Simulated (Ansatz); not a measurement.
## What DFT gives for Cd5Au3

```
Au Cd
1.0
    -5.42491    5.42491    2.70638
     5.42491   -5.42491    2.70638
     5.42491    5.42491   -2.70638
Au Cd
6 10
Cartesian
  1.8119 7.2368 0.0000
  3.6130 1.8119 0.0000
  3.6130 -1.8119 2.7064
  1.8119 3.6130 2.7064
  0.0000 0.0000 1.3532
  0.0000 0.0000 4.0596
  0.8495 2.4401 0.0000
  8.4097 0.8495 0.0000
  4.5754 2.9848 2.7064
  -2.9848 4.5754 2.7064
  6.2744 2.9848 0.0000
  2.9848 4.5754 0.0000
  -0.8495 2.4401 2.7064
  2.4401 0.8495 2.7064
  0.0000 5.4249 1.3532
  5.4249 0.0000 1.3532
```

Method: r2SCAN, no spin polarisation; PAW, plane waves to 500 eV, 7×7×7 Γ-centred mesh, fermi-dirac occupations (width 0.1 eV) (Ansatz 0.2.0), atoms fixed.

(1) Is the cell too large or too small?

(2) Which atom feels the largest force, and which way?

(3) What do density and ELF say about some of the short contacts?

(4) Metal or insulator?

(5) Is it stable against the elements?

Origin: a database entry at a rescaled volume.

## Answers

(1) The pressure is -0.7 GPa (compression positive), so with the atoms held at these fractions the cell would first shrink. The principal stresses -1.0, -1.0, 0.0 GPa differ, so its shape would change too.

(2) The largest is on Au1 (and as large on other atoms): 0.13 eV/Å, components (-0.09, -0.09, 0.00). It makes 148° with the line to a nearest neighbour, Cd10 at 2.83 Å, pointing away from it.

(3) Au–Au at 2.71 Å: least valence density 0.42 e/Å³ and ELF 0.29 there. Cd–Cd at 2.71 Å: least valence density 0.29 e/Å³ and ELF 0.20 there. Au–Cd at 2.83 Å: least valence density 0.27 e/Å³ and ELF 0.21 there. Both are smooth PAW fields, read partly inside the augmentation spheres.

(4) It is a metal, with about 3.4 states/eV a cell as the mean within 0.25 eV of the Fermi level.

(5) -0.20 eV an atom against the elements' usual phases (free molecules for gases, crystals otherwise, with no correction for O₂ or N₂), so it is bound against them; other compounds may still compete. Relaxing would lower it.
